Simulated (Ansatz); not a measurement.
### Question
Each is relaxed and computed with plane-wave PAW r²SCAN (Ansatz code). Which is the only metal?
A. CsGeI3, R3m (Cs on 3a, Ge on 3a, I on 9b)
B. SiGe, wurtzite
C. HfO2, fluorite
D. Hf5Ge3, P6_3/mcm (Hf on 4d, Hf on 6g, Ge on 6g)

### Answer
D, Hf5Ge3, P6_3/mcm (Hf on 4d, Hf on 6g, Ge on 6g). Hf5Ge3: metal; HfO2: gap 4.30 eV (direct); SiGe: gap 0.66 eV (indirect); CsGeI3: gap 1.10 eV (direct). Not the usual ambient phase: HfO2, fluorite. Standing as an ambient phase not checked: Hf5Ge3, P6_3/mcm (Hf on 4d, Hf on 6g, Ge on 6g); SiGe, wurtzite; CsGeI3, R3m (Cs on 3a, Ge on 3a, I on 9b). All cells were relaxed under the symmetry of their starts (and spin orders); stability against distortions was not tested throughout. Rows with no word on spin ran without spin polarisation. Scalar-relativistic: spin–orbit coupling is off unless named, which matters more the heavier the elements.

Potentials: the later of the program's two PAW sets.
